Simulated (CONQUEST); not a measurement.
Input and output of a self-consistent single point for MgZn₃S₄ (P-43m, 8 atoms in the cell; from Materials Project mp-1120718, changed as shown) (CONQUEST).

Method: LDA (PW92), numerical atomic orbitals double-zeta with polarisation (the shipped basis), PseudoDojo norm-conserving potentials made for LDA (CONQUEST).

The change in words: lattice scaled by 0.98. Reference geometry (P-43m):
```yaml
crystal:
  lattice:
    - [5.45862, 0.00000, 0.00000]
    - [0.00000, 5.45862, 0.00000]
    - [0.00000, 0.00000, 5.45862]
  atoms:
    - { symbol: Mg, position: [0.50000, 0.50000, 0.50000] }
    - { symbol: Zn, position: [0.00000, 0.00000, 0.50000] }
    - { symbol: Zn, position: [0.50000, 0.00000, 0.00000] }
    - { symbol: Zn, position: [0.00000, 0.50000, 0.00000] }
    - { symbol: S, position: [0.75633, 0.75633, 0.24367] }
    - { symbol: S, position: [0.75633, 0.24367, 0.75633] }
    - { symbol: S, position: [0.24367, 0.24367, 0.24367] }
    - { symbol: S, position: [0.24367, 0.75633, 0.75633] }
```

Reference input (self-consistent single point, DFT, LDA (PW92), numerical atomic orbitals double-zeta with polarisation (the shipped basis), PseudoDojo norm-conserving potentials made for LDA): basis = DZP; Diag.MPMeshX, Y, Z = 6 6 6; potentials = PseudoDojo norm-conserving LDA; Grid.GridCutoff = 140 Ha; DM.SolutionMethod = diagon; Diag.kT = 0.0001 Ha; Diag.GammaCentred = true; minE.SCTolerance = 1.0e-07; SC.MaxIters = 100; SC.LinearMixingFactor = 0.5; AtomMove.TypeOfRun = static. This run's input differs from it in these lines:

```diff
@@ -30,5 +30,5 @@
 # file: input.coords
-    10.315293039      0.000000000      0.000000000
-     0.000000000     10.315293039      0.000000000
-     0.000000000      0.000000000     10.315293039
+    10.108987858      0.000000000      0.000000000
+     0.000000000     10.108987858      0.000000000
+     0.000000000      0.000000000     10.108987858
 8
```

Output (repeated stretches shortened):

```
    PulayMixSC: Starting Pulay mixing, A_up =  0.500 A_dn =  0.500
    PulayMixSC: Spin non-polarised calculation.
          Harris-Foulkes Energy            :    -19878.804295195219311 eV
    PulayMixSC: Pulay iteration     1 residual:              0.17754E-02
          Harris-Foulkes Energy            :    -19876.741051851618977 eV
    PulayMixSC: Pulay iteration     2 residual:              0.69134E-03
          Harris-Foulkes Energy            :    -19876.620015319702361 eV
    PulayMixSC: Pulay iteration     3 residual:              0.31237E-03
          Harris-Foulkes Energy            :    -19876.611015952181333 eV
   [... lines left out ...]
          Harris-Foulkes Energy            :    -19876.606333733128849 eV
    PulayMixSC: Pulay iteration     6 residual:              0.16358E-05
          Harris-Foulkes Energy            :    -19876.606332886793098 eV
    PulayMixSC: Pulay iteration     7 residual:              0.39251E-06
          Harris-Foulkes Energy            :    -19876.606332833012857 eV
    PulayMixSC: Pulay iteration     8 residual:              0.11265E-06
          Harris-Foulkes Energy            :    -19876.606332829513121 eV
    PulayMixSC: Pulay iteration     9 residual:              0.33236E-07
    PulayMixSC: Reached SCF tolerance of  0.33236E-07 after      9 iterations
      | Number of electrons      =        94.000056
      |* Harris-Foulkes energy   =    -19876.606332829513121 eV
      |* DFT total energy        =    -19876.606332829120220 eV

    force: Forces on atoms (eV/a0)
    force:  Atom   X              Y              Z
    force:     1   0.0000000000   0.0000000000   0.0000000000
    force:     2   0.0000000000   0.0000000000   0.0000000000
    force:     3   0.0000000000   0.0000000000  -0.0000000000
    force:     4   0.0000000000   0.0000000000  -0.0000000000
    force:     5   0.0452515677   0.0452515677  -0.0452515677
    force:     6   0.0452515677  -0.0452515677   0.0452515677
    force:     7  -0.0452515677  -0.0452515677  -0.0452515677
    force:     8  -0.0452515677   0.0452515677   0.0452515677

   [... lines left out ...]
    force: Maximum force :        0.04525157(eV/a0) on atom         7 in z direction
   [... lines left out ...]
    force: Force Residual:        0.05542163 eV/a0
    force: Total stress:         -3.45858198    -0.00000000     0.00000000 GPa
                            -0.00000000    -3.45858198     0.00000000
                             0.00000000     0.00000000    -3.45858198
    force: Average pressure:      3.45858198 GPa

    get_E_and_F: Change in energy during last step of electronic optimisation:  0.12858E-09
```

The run converged in 9 iterations. CONQUEST prints the stress tensor with tension positive. Against the reference run the free energy goes up by 8.1 meV/atom, the pressure goes from -1.17 to 3.46 GPa, the largest force goes from 0.158 to 0.148 eV/Å and the gap on the mesh goes from 2.262 to 2.587 eV.

The program uses no crystal symmetry, so grid and mesh can part values that symmetry would make equal. The atom-centred basis is finite, which shifts total energies, pressures, gaps and forces against plane waves. The structure comes from a collection of computed structures, made at another level of theory; the collection holds predicted forms beside known ones. Its lattice was then scaled.

Cost on one core: about 2.5 core-minutes (a rough figure).
